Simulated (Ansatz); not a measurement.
Relaxed-ion elastic tensor of Cr (bcc (W type), Im-3m) in GPa (Voigt order), DFT-r²SCAN+D4 in the program Ansatz with PAW potentials; density 6.76 g/cm³, 12.78 Å³ per atom.

```json
[
 {"": "1", "1": "314", "2": "8.0", "3": "8.0", "4": "0.0", "5": "0.0", "6": "0.0"},
 {"": "2", "1": "8.0", "2": "314", "3": "8.0", "4": "0.0", "5": "0.0", "6": "0.0"},
 {"": "3", "1": "8.0", "2": "8.0", "3": "314", "4": "0.0", "5": "0.0", "6": "0.0"},
 {"": "4", "1": "0.0", "2": "0.0", "3": "0.0", "4": "109", "5": "0.0", "6": "0.0"},
 {"": "5", "1": "0.0", "2": "0.0", "3": "0.0", "4": "0.0", "5": "109", "6": "0.0"},
 {"": "6", "1": "0.0", "2": "0.0", "3": "0.0", "4": "0.0", "5": "0.0", "6": "109"}
]
```

### Question
Is the crystal mechanically stable?

### Answer
Yes: the smallest eigenvalue of C is 109 GPa.

### Question
Work out the Voigt, Reuss and Hill averages.

### Answer
K_V = 110, K_R = 110, K_H = 110; G_V = 126, G_R = 123, G_H = 125 GPa.

### Question
Give Young's modulus, Poisson's ratio, Pugh's ratio and the universal anisotropy index.

### Answer
E = 9KG/(3K + G) = 271 GPa; ν = 0.09; K/G = 0.88 (brittle by the Pugh limit of 1.75); A_U = 5G_V/G_R + K_V/K_R − 6 = 0.14.

### Question
Estimate the sound speeds and the Debye temperature.

### Answer
v_l = √((K + 4G/3)/ρ) = 6390 m/s, v_t = √(G/ρ) = 4300 m/s, mean 4690 m/s; Θ = (h/k)(3n/4πV)^(1/3) v_m = 597 K.

The r²SCAN+D4 relaxation kept the symmetry of its start, as lowered by the spin order. Spin order of the final state: antiferromagnetic, chosen from 3 collinear starts compared on coarse meshes (ties went to the first, and starts can fall back to one state), not a proven ground state. Textbook magnetic order: a spin-density-wave antiferromagnet. Other orbital occupations within this spin state were not tried. The pairwise dispersion correction was not fitted to metals. As this level gives no gap, shear constants depend on the k-mesh and smearing (Fermi–Dirac, 0.1 eV here).

Potentials: the later of the program's two PAW sets.
